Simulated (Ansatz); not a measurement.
Theory: DFT PBE, scalar-relativistic, plane waves, PAW (Ansatz). All cells share a 420 eV cutoff and Γ-centred k meshes spaced at most about 0.3 Å⁻¹ (2π included). No spin polarisation in the final relaxations.

Temperature and zero-point effects are left out.

Two forms of AlB₂P₃ were relaxed alike.

1.

```cif
data_structure
_symmetry_space_group_name_H-M 'P3m1'
_symmetry_Int_Tables_number 156
_cell_length_a 3.4154
_cell_length_b 3.4154
_cell_length_c 8.6496
_cell_angle_alpha 90.000
_cell_angle_beta 90.000
_cell_angle_gamma 120.000
_cell_volume 87.38
loop_
_atom_site_label
_atom_site_type_symbol
_atom_site_symmetry_multiplicity
_atom_site_Wyckoff_symbol
_atom_site_fract_x
_atom_site_fract_y
_atom_site_fract_z
_atom_site_occupancy
Al1 Al 1 a 0.00000 0.00000 0.33739 1
B1 B 1 b 0.33333 0.66667 0.98544 1
B2 B 1 c 0.66667 0.33333 0.68598 1
P1 P 1 b 0.33333 0.66667 0.21382 1
P2 P 1 a 0.00000 0.00000 0.61345 1
P3 P 1 c 0.66667 0.33333 0.91391 1
```

2.

```cif
data_structure
_symmetry_space_group_name_H-M 'P6_3mc'
_symmetry_Int_Tables_number 186
_cell_length_a 3.3967
_cell_length_b 3.3967
_cell_length_c 17.4482
_cell_angle_alpha 90.000
_cell_angle_beta 90.000
_cell_angle_gamma 120.000
_cell_volume 174.34
loop_
_atom_site_label
_atom_site_type_symbol
_atom_site_symmetry_multiplicity
_atom_site_Wyckoff_symbol
_atom_site_fract_x
_atom_site_fract_y
_atom_site_fract_z
_atom_site_occupancy
Al1 Al 2 b 0.66667 0.33333 0.50239 1
B1 B 2 b 0.66667 0.33333 0.17579 1
B2 B 2 b 0.66667 0.33333 0.82673 1
P1 P 2 b 0.66667 0.33333 0.29056 1
P2 P 2 b 0.66667 0.33333 0.63934 1
P3 P 2 b 0.66667 0.33333 0.94019 1
```

Question: Which is lower in energy, and by how much?

Answer: Cell 1 is lower, by 13 meV/atom. Cell 1 has Al and B ordered on zinc blende sites, space group P3m1 (No. 156), 14.6 Å³/atom and a gap of 0.22 eV on its mesh; cell 2 has Al and B ordered on wurtzite sites, space group P6_3mc (No. 186), 14.5 Å³/atom and a gap of 0.18 eV. In cell 1, Al has 3 P at 2.24 Å and 1 P at 2.39 Å; around B on its first site lie 4 P at 1.98–2.07 Å; around P on its first site lie 1 B at 1.98 Å and 3 Al at 2.24 Å; 3 more sites not described. In cell 2, around Al lie 3 P at 2.24 Å and 1 P at 2.39 Å; around B on its first site lie 4 P at 2.00–2.06 Å; P on its first site is surrounded by 4 B at 2.00–2.06 Å; 3 more sites not described. Both come from invented guesses. A third cell relaxed alike, in I-4m2, lies 42 meV/atom below the lower of the two.

Kohn–Sham gaps at this level usually fall short of measured ones. Cells relaxed within their symmetry can be saddle points.
